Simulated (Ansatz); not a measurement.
**YTe, one cell by several methods**

```xyz
2
Lattice="0.0000 3.0475 3.0780 3.0475 0.0000 3.0780 3.0475 3.0475 0.0000" Properties=species:S:1:pos:R:3 pbc="T T T"
Y     0.0000    0.0000    0.0000
Te    3.0475    3.0475    3.0780
```

Atom numbers follow the list: Y1, Te2.

The cell is COD entry 9008769, as deposited and not checked against the literature; nothing was relaxed. The listed cell was then made from it by scaling, straining or moving an atom.

Spin polarisation is left out, and whether a magnetic state lies lower isn't shown here.

Spin–orbit coupling is left out, though it moves levels of the heavy atoms by tenths of an eV or more.

All numbers are computed: DFT, PBEsol, PAW with Ansatz's default frozen-core files, scalar-relativistic (Ansatz 0.2.0); DFT, PBEsol, all-electron PAW with datasets made for the crystal, scalar-relativistic (Ansatz 0.2.0); DFT, PBEsol, all-electron LAPW, scalar-relativistic (Ansatz 0.2.0).

For PAW: a Γ-centred 12×12×12 k mesh, Fermi–Dirac smearing of 0.05 eV, cutoff 420 eV, no spin polarisation; the PAW files were made with PBE, and the program remakes their frozen cores for this functional. The crystal-made all-electron datasets (AE datasets) take a cutoff of 240 eV at this cell. LAPW targets a basis error of 0.5 meV/atom. The Ansatz runs share mesh, smearing and spin set-up. Plane-wave (PAW) pressures include the program's estimate of the Pulay term.

Stress and pressure are positive in compression.

No spin–orbit coupling: at heavy atoms the gradients can be off by tens of per cent for that reason.

In a metal, gradients converge slowly with the k mesh: the values move by tens of per cent from one mesh to another, at times in sign, so only the comparison on one mesh counts.

```csv
quantity,PAW,AE datasets,LAPW
pressure (GPa),-1.14,-1.13,-1.13
stress xx (GPa),-0.63,-0.62,-0.62
stress zz (GPa),-2.17,-2.16,-2.16
field gradient Vzz at Y1 (10²¹ V/m²),0.85,0.84,–
field gradient Vzz at Te2 (10²¹ V/m²),1.40,1.39,–
```

PAW's pressure differs from the LAPW value by about 0.01 GPa or less.
